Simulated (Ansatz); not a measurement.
LaMg2 (cubic Laves (MgCu2 type), Fd-3m) under volume change, DFT-r²SCAN in the program Ansatz with PAW potentials, scaled uniformly.

```tsv
V (Å³/atom)	E − E(relaxed) (meV/atom)	P (GPa)
25.790	___	___
26.640	12.9	2.55
27.490	3.1	1.19
28.341	0.0	0.00
29.191	___	___
30.041	10.8	-1.95
30.891	23.4	-2.75
```

Problem. Complete the blanks.

Solution. 
- 25.790, E − E(relaxed) (meV/atom): 30.5
- 25.790, P (GPa): 4.10
- 29.191, E − E(relaxed) (meV/atom): 2.8
- 29.191, P (GPa): -1.04

Problem. What does a third-order Birch–Murnaghan fit give for V₀, B₀ and B′?

Solution. V₀ = 28.34 Å³/atom, B₀ = 37.1 GPa, B′ = 3.4.

The workflow started from an entry of the Crystallography Open Database (COD, 295 K). Whether it is the stable phase at ambient conditions was not checked. The cell was relaxed with r²SCAN under the symmetry of its start; its stability against distortions is not shown here. Scalar-relativistic: spin–orbit coupling is off unless named, which matters more the heavier the elements.

Potentials: the later of the program's two PAW sets.
